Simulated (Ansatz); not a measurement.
Space group Pm-3m (No. 221). a = 3.907 Å, b = 3.907 Å, c = 3.907 Å, α = 90.00°, β = 90.00°, γ = 90.00°
```csv
atom,site,symmetry,x,y,z
Na,1a,m-3m,0.0000,0.0000,0.0000
Mg,1b,m-3m,0.5000,0.5000,0.5000
F,3c,4/mm.m,0.5000,0.5000,0.0000
```

Equation of state of this NaMgF$_{3}$ structure (not necessarily the ground state), with shape and atoms relaxed at each volume where symmetry leaves them free. Theory: Ansatz, DFT PBEsol, scalar-relativistic, plane waves, PAW.

Cutoff 420 eV; k points 6×6×6 on the computed 5-atom cell (Γ-centred); Gaussian smearing, width 0.02 eV; no spin polarisation.

```json
{"V (Å³/atom)": "10.494", "E − E(largest V) (meV/atom)": "27.06", "P (GPa)": "12.51", "gap on mesh (eV)": "6.61"}
{"V (Å³/atom)": "10.851", "E − E(largest V) (meV/atom)": "3.63", "P (GPa)": "8.59", "gap on mesh (eV)": "6.45"}
{"V (Å³/atom)": "11.209", "E − E(largest V) (meV/atom)": "-11.82", "P (GPa)": "5.26", "gap on mesh (eV)": "6.29"}
{"V (Å³/atom)": "11.567", "E − E(largest V) (meV/atom)": "-20.32", "P (GPa)": "2.43", "gap on mesh (eV)": "6.14"}
{"V (Å³/atom)": "11.925", "E − E(largest V) (meV/atom)": "-23.07", "P (GPa)": "0.03", "gap on mesh (eV)": "5.99"}
{"V (Å³/atom)": "12.282", "E − E(largest V) (meV/atom)": "-20.69", "P (GPa)": "-2.03", "gap on mesh (eV)": "5.86"}
{"V (Å³/atom)": "12.640", "E − E(largest V) (meV/atom)": "-14.22", "P (GPa)": "-3.77", "gap on mesh (eV)": "5.73"}
{"V (Å³/atom)": "13.117", "E − E(largest V) (meV/atom)": "0.00", "P (GPa)": "-5.71", "gap on mesh (eV)": "5.58"}
```

Task: Fit a third-order Birch–Murnaghan equation to E(V).

Result: V0 = 11.93 Å³/atom, B0 = 74 GPa, B0' = 4.3.

Symmetry holds off the tilts and polar distortions that many cubic perovskites undergo.

Cost: 8 runs of about 0.37 core-minutes in all, on Arm Neoverse V2 (shared hosts).